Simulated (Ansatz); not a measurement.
Sc:
```
CELL_PARAMETERS angstrom
      3.29068     0.00000     0.00000
     -1.64534     2.84982     0.00000
      0.00000     0.00000    10.50270
ATOMIC_POSITIONS crystal
  Sc 0.00000 0.00000 0.00000
  Sc 0.00000 0.00000 0.50000
  Sc 0.33333 0.66667 0.25000
  Sc 0.66667 0.33333 0.75000
```

Relaxed with PBE. Special points in fractions of this cell's reciprocal vectors: Γ (0.000, 0.000, 0.000); M (0.500, 0.000, 0.000); K (0.333, 0.333, 0.000); A (0.000, 0.000, 0.500); L (0.500, 0.000, 0.500); H (0.333, 0.333, 0.500).

### Question
List the band energies nearest the Fermi level at these points for PBE (plane waves, PAW; program Ansatz).

### Answer
In eV from the Fermi level; about four levels below and three above (degenerate sets whole), none deeper than 8.9 eV; points with the same levels are listed once.

```tsv
k	below	above
Γ	-5.16 -3.67 -3.66 -1.70	0.41 0.82 0.88
M	-1.19 -0.49 -0.35 -0.31	0.19 0.86 1.23
K	-0.46 -0.46 -0.30 -0.30 -0.15	0.25 0.53 0.53
A	-4.76 -4.76 -2.33 -2.33	0.43 0.43 1.44 1.44
L	-0.44 -0.44 -0.02 -0.02	1.22 1.22 1.49 1.49
H	-0.49 -0.49 -0.35 -0.35	0.59 0.59 0.68 0.68
```

Space group P6_3/mmc (dhcp (α-La type)). The start of the workflow was typed in or built on a structure type. Its sites differ from those of the usual phase in this space group: another stacking or structure type. The PBE relaxation kept the symmetry of its start; whether a distortion lowers the energy is not shown. The run is not spin-polarised.

Potentials: the earlier of the program's two PAW sets.
